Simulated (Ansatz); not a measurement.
# Collinear states of Be$_{3}$V

Method: Ansatz 0.2.0, DFT r2SCAN, scalar-relativistic, plane waves, PAW.

```
CELL_PARAMETERS angstrom
0.00000 2.66838 2.66838
2.66838 0.00000 2.66838
2.66838 2.66838 0.00000
ATOMIC_POSITIONS crystal
Be 0.25000 0.25000 0.25000
Be 0.75000 0.75000 0.75000
Be 0.50000 0.50000 0.50000
V 0.00000 0.00000 0.00000
```

| Quantity | Value |
| --- | --- |
| plane-wave cutoff | 500 eV |
| Γ-centred k-mesh | 14×14×14 |
| occupation rule | Gaussian smearing, 0.1 eV |
| list of starting moments (μB, in atom order) | 0 0 0 2 |
| check for lower electronic states after the SCF | off |

All runs keep this geometry, which isn't relaxed for the lowest state (largest force there 0.000 eV/Å, pressure 1.1 GPa) and needn't be a stable compound; relaxing each order can shift differences of a few meV. A propagation vector, in units of the reciprocal vectors, doubles the cell, which takes an equally dense mesh. r2SCAN tends to overstate moments in metals, so a weak moment here may be absent in the real material. Site moments are spin moments in atom-centred spheres that scale with the neighbour distance. The states are those that the runs reached from these starts; a lower one can exist.

```json
{"start": "no spin", "ends": "non-magnetic", "energy above lowest (meV/atom)": "32.8", "site moments (μB)": "none over 0.05", "gap on mesh (eV)": "metal", "P (GPa)": "-2.1"}
{"start": "ferromagnetic", "ends": "ferromagnetic", "energy above lowest (meV/atom)": "3.39", "site moments (μB)": "V +1.31", "gap on mesh (eV)": "metal", "P (GPa)": "1.3"}
{"start": "antiferromagnetic, doubled cell, propagation vector (0, 1/2, 1/2)", "ends": "antiferromagnetic", "energy above lowest (meV/atom)": "0.00", "site moments (μB)": "V +1.22, V -1.22", "gap on mesh (eV)": "metal", "P (GPa)": "1.1"}
```

Cost: 3 runs of about 2.5 core-minutes in all, on Arm Neoverse V1 (shared hosts).